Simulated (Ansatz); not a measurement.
Relaxed candidate structures of AgCl:

A. Fm-3m (No. 225), cF8, rock salt type; a = b = c = 5.545 Å, α = β = γ = 90.00°; Cl 4a (0.000, 0.000, 0.000); Ag 4b (0.500, 0.500, 0.500)

B. Pm-3m (No. 221), cP2, CsCl type; a = b = c = 3.395 Å, α = β = γ = 90.00°; Ag 1a (0.000, 0.000, 0.000); Cl 1b (0.500, 0.500, 0.500)

Rank these by energy per atom (lowest first), as r2SCAN (plane waves to 500 eV, PAW, scalar-relativistic; Ansatz, an electronic-structure program) gives it.

A (reference, the lowest among the structures calculated here), B (+122 meV/atom)

Give each candidate's band gap.

No candidate is metallic. A: 1.48 eV (no spin-orbit coupling); B: 1.23 eV (no spin-orbit coupling).

Each run could gain symmetry but not lose that of its start, so entries can be saddle points. From databases, or of a type measured for this composition: Fm-3m, cF8, rock salt type; the others are generated cells (placed on structure types, drawn at random, substituted or restacked) that were not matched to a known phase here. Energies are at zero temperature and pressure, without zero-point motion. No spin polarisation in the result.
